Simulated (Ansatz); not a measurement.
Computed with Ansatz, DFT PBE, scalar-relativistic, plane waves, PAW. Settings: cutoff 420 eV, Γ-centred meshes spaced at most about 0.3 Å⁻¹, and about 0.25 Å⁻¹ or finer for metals (2π included), Gaussian smearing. No spin polarisation in the final relaxations.

These are static total energies at zero pressure.

Compare these two cells of Rb4O, each relaxed at this level.

A. Space group Im-3m (No. 229), cubic, a = 7.602 Å. Rb is surrounded by 2 O at 3.29 Å and 6 Rb at 3.80 Å; O is surrounded by 8 Rb at 3.29 Å.

B. Space group I4/mmm (No. 139), tetragonal, a = 11.512 Å, c = 3.812 Å. Rb is surrounded by 2 O at 3.03 Å, 2 Rb at 3.33 Å, 2 Rb at 3.81 Å and 1 Rb at 4.70 Å; around O lie 8 Rb at 3.03 Å and 2 O at 3.81 Å.

Task: Which would you expect to be lower, and how large is the difference?

Result: B is lower, by 164 meV/atom. A has space group Im-3m (No. 229), 43.9 Å³/atom and no gap on its mesh; B has space group I4/mmm (No. 139), 50.5 Å³/atom and no gap. The lower one is the more open, so pressure narrows the difference. Both come from invented guesses. A third cell relaxed alike, in I-43m, lies 119 meV/atom below the lower of the two.

Cells relaxed within their symmetry can be saddle points.
